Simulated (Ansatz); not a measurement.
This run works on a proposed trial structure, not on a known crystal.

Input and command of a plane-wave DFT calculation in Ansatz:

```yaml
crystal:
  lattice:
    - [3.9654847499, 0.0, 0.0]
    - [0.0, 3.9654847499, 0.0]
    - [0.0, 0.0, 15.8710561383]
  atoms:
    - { symbol: Sr, position: [0.5, 0.0, 0.5826909268] }
    - { symbol: Sr, position: [0.5, 0.0, 0.8304614948] }
    - { symbol: Sr, position: [0.0, 0.5, 0.4173090732] }
    - { symbol: Sr, position: [0.0, 0.5, 0.1695385052] }
    - { symbol: Ta, position: [0.0, 0.5, 0.7040593033] }
    - { symbol: Ta, position: [0.0, 0.5, 0.9683830847] }
    - { symbol: Ta, position: [0.5, 0.0, 0.2959406967] }
    - { symbol: Ta, position: [0.5, 0.0, 0.0316169153] }
    - { symbol: O, position: [0.5, 0.5, 0.6996402278] }
    - { symbol: O, position: [0.0, 0.0, 0.6996402278] }
    - { symbol: O, position: [0.0, 0.5, 0.8300794237] }
    - { symbol: O, position: [0.0, 0.5, 0.5719255434] }
    - { symbol: O, position: [0.5, 0.5, 0.3003597722] }
    - { symbol: O, position: [0.0, 0.0, 0.3003597722] }
    - { symbol: O, position: [0.5, 0.0, 0.1699205763] }
    - { symbol: O, position: [0.5, 0.0, 0.4280744566] }
basis:
  ecutwfc: 500
kpoints:
  mp_grid: { grid: [8, 8, 2] }
  band_path:
    path:
      - [[0.0, 0.0, 0.0], [0.0, 0.5, 0.0], [0.5, 0.5, 0.0], [0.0, 0.0, 0.0], [0.0, 0.0, 0.5], [0.0, 0.5, 0.5], [0.5, 0.5, 0.5], [0.0, 0.0, 0.5]]
      - [[0.0, 0.5, 0.0], [0.0, 0.5, 0.5]]
      - [[0.5, 0.5, 0.0], [0.5, 0.5, 0.5]]
    npoints: 10
hamiltonian:
  xc: r2scan
scf:
  occupations: { method: gaussian, width: 0.1 }
  n_extra_bands: 40
output:
  forces: true
  stress: true
  eigenvalues: true
  populations: true
  dos: { projected: true, de: 0.02, nscf_kmesh: { grid: [10, 10, 3] } }
  bader: false
  write_density: true
  write_potential: true
  elf: true
  volumetric_format: npy
```

```bash
ansatz run input.yaml --threads 1 --pin off --max-ram 2560MiB --backend cpu --events-out ev --progress --plain --runs-dir out
```

Processor: AMD EPYC 9R45 96-Core Processor (Zen 5), 1 thread, on a host shared with other jobs.

Task: How long does it run, and how much memory does it take?

Result: About 2 min, peak memory 2.2 GiB. It solves 110 bands at 30 k points (after reduction by symmetry) with about 6361 plane waves, in 12 SCF iterations.
